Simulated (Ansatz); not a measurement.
## Kick test of a cell of KCd2P2

It was reached by relaxing an invented guess, and it needn't be the stable form of this composition.

The calculation used DFT PBE, scalar-relativistic, plane waves, PAW (Ansatz). Cutoff 420 eV; k points 12×12×12 on the computed 5-atom cell (Γ-centred); Gaussian smearing, width 0.10 eV; no spin polarisation.

The cell below (5 atoms, space group I4/mmm (No. 139)) is relaxed within its symmetry.

```
CELL_PARAMETERS angstrom
-2.24000 2.24000 5.96806
2.24000 -2.24000 5.96806
2.24000 2.24000 -5.96806
ATOMIC_POSITIONS crystal
K 0.00000 0.00000 0.00000
Cd 0.25000 0.75000 0.50000
Cd 0.75000 0.25000 0.50000
P 0.61973 0.61973 0.00000
P 0.38027 0.38027 0.00000
```

For the test a repeat of it with 10 atoms (edges 6.34, 6.34, 6.76 Å) was strained at random (σ = 1.5 % a component), the atoms were moved at random (σ = 0.10 Å), and all was relaxed again on a coarse 4×4×4 mesh (in the run’s order of axes) with 0.20 eV smearing, with no symmetry imposed.

An odd number of electrons in the primitive cell allows no gap without spin; a larger cell or a magnetic state could open one. The cell is a metal run without spin; a magnetic state may lie lower.

**Question.** Does it come back?

**Answer.** It returns, within 1 meV/atom of the unmoved cell on that mesh and with the same symmetry when read at 0.1 Å (P-1 at 0.01 Å, so small strains and shifts remain). So it is stable against the distortions that fit this cell and that this random move excites. Modes that don't fit the cell aren't tested. Another cell of KCd2P2 relaxed alike, in P-3m1, lies 18 meV/atom lower, so this cell isn't the stable form at this level.
